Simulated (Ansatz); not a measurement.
This Ga3AsN2 structure is the end of a relaxation. The cell was found from a structure generator's guess, not taken from experiment.

These are results of DFT PBE, scalar-relativistic, plane waves, PAW (Ansatz), not measurements. Cutoff 420 eV, Γ-centred mesh, Gaussian smearing, no spin polarisation.

```
Ga As N
1.0
    -1.75337    1.75337    7.37411
     1.75337   -1.75337    7.37411
     1.75337    1.75337   -7.37411
Ga As N
3 1 2
Direct
  0.00000 0.00000 0.00000
  0.64112 0.64112 0.00000
  0.35888 0.35888 0.00000
  0.25000 0.75000 0.50000
  0.56909 0.06909 0.50000
  0.93091 0.43091 0.50000
```

The zero of energy is the elements' standard structures at the same level (N₂ as a molecule); no fitted shifts are applied.

Problem. What space group does it have?

Solution. I-4m2 (No. 119), with As and N ordered on zinc blende sites. Conventional cell: a = 3.507 Å, c = 14.748 Å. Ga on a site of symmetry -4m2 is surrounded by 4 N at 2.03 Å; Ga on a site of symmetry 2mm has 2 N at 2.05 Å and 2 As at 2.38 Å; around As lie 4 Ga at 2.38 Å; around N lie 4 Ga at 2.03–2.05 Å.

Problem. What is its formation energy per atom?

Solution. −0.14 eV/atom. It lies below the elements, which doesn't yet make it stable against other compounds or structures.

Problem. Is it a metal?

Solution. Yes, bands cross the Fermi level on the 16×16×16 mesh.

The last run used a 16×16×16 mesh for its 6-atom cell and Gaussian smearing of 0.10 eV. The zero gap may come from the functional, which often closes small gaps. The reference form of As is held partly by dispersion forces, which this level lacks. A structure relaxed within its symmetry needn't be a true minimum.
